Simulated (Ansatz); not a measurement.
CaCd₂P₂:
```yaml
crystal:
  lattice:
    - [4.24693, 0.00000, 0.00000]
    - [-2.12347, 3.67795, 0.00000]
    - [0.00000, 0.00000, 6.92755]
  atoms:
    - { symbol: Ca, position: [0.00000, 0.00000, 0.00000] }
    - { symbol: Cd, position: [0.33333, 0.66667, 0.63828] }
    - { symbol: Cd, position: [0.66667, 0.33333, 0.36172] }
    - { symbol: P, position: [0.66667, 0.33333, 0.76125] }
    - { symbol: P, position: [0.33333, 0.66667, 0.23875] }
```

Relaxed with PBEsol.

Problem. Map the valence electron density (e/Å³), cut off at 1 on the plane through (0.000, 0.000, 0.000) spanned by u = [0, 0, 1] and v = [1, -1, 0] in lattice vectors, from PBEsol in the plane-wave PAW code Ansatz.

Solution. x is the fraction of u, y of v (the angle between them is 90°; rows are the nearest grid lines); atoms in the plane: Ca at (0.00, 0.00), Cd at (0.64, 0.33), Cd at (0.36, 0.67), P at (0.76, 0.67), P at (0.24, 0.33).
```
|999993100000000000000000000001399999|
|999962000000000000000000000000269999|
|999831000000000000000000000000138999|
|332100000000000000000000011111111233|
|110000000111111100000011112221111111|
|000000011358999632111123445554321100|
|000000124999999996322245665567642110|
|000000127999999999422346642136753210|
|000000138999999999422356520025753210|
|000000126999999998322346643246653110|
|000000112599999963211234567765432100|
|000011122333433211111223344332211000|
|000112233443322111112334333221110000|
|001234567765432112369999995211000000|
|011356642346643223899999999621000000|
|012357520025653224999999999831000000|
|012357631246643224999999999721000000|
|011246765566542223699999999421000000|
|001123455544321111236999853110000000|
|111111122211110000001111111000000011|
|332111111110000000000000000000001233|
|999831000000000000000000000000138999|
|999962000000000000000000000000269999|
|999993100000000000000000000001399999|
```
Scale: ten equal steps from 0.015 (start of '0') to 1.00 (end of '9'), in the order '0123456789'; x runs from 0.000 to 1.00, y from 0.000 (bottom) to 1.00 (top).

The density is the valence pseudo-density with augmentation charge, so density and ELF within about 1 Å of a nucleus are not all-electron values.

Space group P-3m1. The workflow started from a Materials Project entry (that database holds measured and hypothetical structures alike); the Crystallography Open Database files this formula in space group No. 164, but the cells were not matched. Whether it is the stable phase at ambient conditions was not checked. Symmetry was held in the PBEsol relaxation; whether a distortion lowers the energy is not shown.

Potentials: the later of the program's two PAW sets.
